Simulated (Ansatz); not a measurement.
CdBr2 in space group R-3m (No. 166; Cd on 3a, Br on 6c), r²SCAN+D4 in the plane-wave PAW code Ansatz, all energies at zero smearing, with the estimated change up to a 700 eV cutoff added, with one set of potentials and settings (totals compare only within such a set). Cell of 3 atoms (1 Cd, 2 Br): -13857.403 eV.

| element | reference phase | E (eV/atom) |
|---|---|---|
| Cd | P6_3/mmc, 2 atoms in the cell | -8268.3261 |
| Br | Cmce, 4 atoms in the cell | -2792.9529 |

Formation energy per atom, worked out: (-13857.403 − 1×(-8268.3261) − 2×(-2792.9529))/3 = -1.057 eV/atom (-102 kJ per mol of atoms), at 0 K, without zero-point energy or fitted corrections.

The workflow started from a Materials Project entry (that database holds measured and hypothetical structures alike); the Crystallography Open Database files this formula in space group No. 166, but the cells were not matched. Whether it is the stable phase at ambient conditions was not checked. The r²SCAN+D4 relaxation kept the symmetry of its start; whether a distortion lowers the energy is not shown. The references are the lowest solids computed at this level, not always the standard phases.

Potentials: the later of the program's two PAW sets.
